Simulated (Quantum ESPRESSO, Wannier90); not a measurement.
**Sb (P2₁/m, model phase): Wannier90 run**

```
begin unit_cell_cart
ang
    3.1224000000    0.0000000000    0.0000000000
    0.0000000000    4.3475200000    0.0000000000
   -0.0389180000    0.0000000000    4.4058480000
end unit_cell_cart
begin atoms_frac
Sb  -0.0113900000 -0.2500000000 -0.2411700000
Sb   0.0113900000  0.2500000000  0.2411700000
end atoms_frac
```

Structure: Materials Project mp-1179605, symmetrised, not relaxed again. This isn't the element's usual structure (rhombohedral); take it as a model of another phase. Method: PBEsol plane waves in Quantum ESPRESSO 7.5 (PseudoDojo norm-conserving files, 64 Ry, no spin polarisation, no spin-orbit coupling), Bloch states on a 10×8×8 mesh through Γ, Wannier90 4.0.1. Density: 10×8×8 mesh, cold smearing 0.01 Ry. Spin-orbit coupling is left out although heavy elements are present.

A tight-binding model is made by disentanglement and projection with no localisation steps (num_iter = 0), so the 8 orbitals stay atom-like: hydrogen-like Sb: s;p, axes along x, y, z; frozen window up to 1.50 eV relative to the Fermi level. It follows pw.x to 13 meV rms for states up to 1.0 eV relative to the Fermi level. Matrix elements depend on this choice of orbitals and windows.

### Question
What are the on-site energies relative to the Fermi level, and how fast do the hoppings decay?

### Answer
| atom | orbitals | energy (eV) |
|---|---|---|
| Sb1 | s | -8.09 |
| Sb1 | pz | -0.05 |
| Sb1 | px py | -0.08 |
| Sb2 | s | -8.09 |
| Sb2 | pz | -0.05 |
| Sb2 | px py | -0.08 |

```
distance of the centres (Å)  largest modulus (eV)
---------------------------  --------------------
3–4                                           2.1
4–5                                          0.12
5–6                                         0.013
6–7                                          0.35
7–8                                         0.013
8–9                                        0.0080
9–10                                        0.086
10–11                                      0.0022
11–12                                      0.0024
12–13                                       0.013
```
